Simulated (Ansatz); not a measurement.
Be2C:
```xyz
3
Lattice="0.0000 2.1642 2.1642 2.1642 0.0000 2.1642 2.1642 2.1642 0.0000" Properties=species:S:1:pos:R:3 pbc="T T T"
Be     3.2463     3.2463     3.2463
Be     1.0821     1.0821     1.0821
C      0.0000     0.0000     0.0000
```

Relaxed with PBE. Special points in fractions of this cell's reciprocal vectors: Γ (0.000, 0.000, 0.000); X (0.500, 0.000, 0.500); U (0.625, 0.250, 0.625); K (0.375, 0.375, 0.750); L (0.500, 0.500, 0.500); W (0.500, 0.250, 0.750).

Problem. List the band energies nearest the valence-band maximum at these points for PBE (plane waves, PAW; program Ansatz).

Solution. In eV from the valence-band maximum; about four levels below and three above (degenerate sets whole), none deeper than 8.9 eV; … stands for higher levels left out; points with the same levels are listed once.

```
k              below            above
-  -----------------  ---------------
Γ     0.00 0.00 0.00   4.14 4.14 4.14
X  -6.77 -4.73 -4.73      1.17 5.74 …
U  -6.85 -6.29 -3.99  3.31 8.30 11.56
L  -8.72 -1.83 -1.83   5.02 5.02 7.01
W  -6.26 -5.90 -5.90      5.72 8.14 …
```

Space group Fm-3m (fluorite or antifluorite type). The PBE relaxation kept the symmetry of its start.

Potentials: the later of the program's two PAW sets.
